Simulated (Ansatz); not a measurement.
Li:
```
Li
1.0
   -1.71716     1.71716     1.71716
    1.71716    -1.71716     1.71716
    1.71716     1.71716    -1.71716
Li
1
Direct
  0.00000   0.00000   0.00000
```

Relaxed with PBEsol.

### Question
List the phonon frequencies at the special points (DFPT on a 5×5×5 q-mesh, Fourier-interpolated; plane-wave PAW PBEsol (Ansatz code)).

### Answer
In cm⁻¹.

```tsv
q	frequencies
Γ	0 0 0
H	331 331 331
N	65 190 323
P	264 264 264
```

Space group Im-3m (bcc (W type)). Symmetry was held in the PBEsol relaxation; phonons on a q-mesh show no instability. As this level gives no gap, phonon frequencies hold no LO–TO term and depend on the k-mesh and smearing (Fermi–Dirac, 0.1 eV here).

Potentials: the earlier of the program's two PAW sets.
